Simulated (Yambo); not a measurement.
How GW settings move the gap: YO2H

G0W0@LDA for YO2H (space group P2_1/m, No. 11) in Yambo. Reference settings: 4×4×2 Γ-centred k mesh, 135 bands and a 7 Ry block in the screening, 135 bands in G with the Bruneval-Gonze terminator, plasmon pole fitted at 27.2 eV. The LDA gap (0, 0, -0.5) → Γ on this mesh is 4.04 eV; G0W0 gaps are taken between the same points.

```csv
change from the reference,"G0W0 gap (0, 0, -0.5) → Γ (eV)",shift of the valence edge (eV)
reference settings,5.78,-0.76
"90 bands in W, 90 bands in G",5.83,-0.70
57 bands in G,5.80,-0.72
2×2×2 mesh,5.81,-0.73
```

The reference isn't shown to be the converged limit.

Geometry of the Materials Project entry, not relaxed at this level; primitive cell a = 4.3011 Å, b = 3.6335 Å, c = 5.9614 Å, α = 90.00°, β = 109.01°, γ = 90.00°.

The structure is a Materials Project entry; no match was found in the copy of COD used, and its stability was not checked.

A shift is the quasiparticle energy of the state minus its LDA energy.
